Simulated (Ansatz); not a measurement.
CdF2:
```xyz
3
Lattice="0.0000 2.7406 2.7406 2.7406 0.0000 2.7406 2.7406 2.7406 0.0000" Properties=species:S:1:pos:R:3 pbc="T T T"
Cd     0.0000     0.0000     0.0000
F      1.3703     1.3703     1.3703
F      4.1109     4.1109     4.1109
```

Relaxed with PBE. Special points in fractions of this cell's reciprocal vectors: Γ (0.000, 0.000, 0.000); X (0.500, 0.000, 0.500); U (0.625, 0.250, 0.625); K (0.375, 0.375, 0.750); L (0.500, 0.500, 0.500); W (0.500, 0.250, 0.750).

Q: List the band energies nearest the valence-band maximum at these points for plane-wave PAW PBE with spin–orbit coupling (Ansatz code).

A: In eV from the valence-band maximum; about four levels below and three above (degenerate sets whole), none deeper than 8.9 eV; points with the same levels are listed once.

| k | below | above |
|---|---|---|
| Γ | -0.58 -0.58 -0.58 -0.58 -0.49 -0.49 | 2.91 2.91 12.04 12.04 |
| X | -0.12 -0.12 -0.05 -0.05 | 7.60 7.60 9.37 9.37 |
| U | -0.30 -0.30 -0.19 -0.19 | 7.56 7.56 10.40 10.40 |
| L | -0.47 -0.47 -0.37 -0.37 | 6.80 6.80 8.97 8.97 |
| W | -0.51 -0.51 0.00 0.00 | 7.66 7.66 11.14 11.14 |

Space group Fm-3m (fluorite). The PBE relaxation kept the symmetry of its start.

Potentials: the later of the program's two PAW sets.
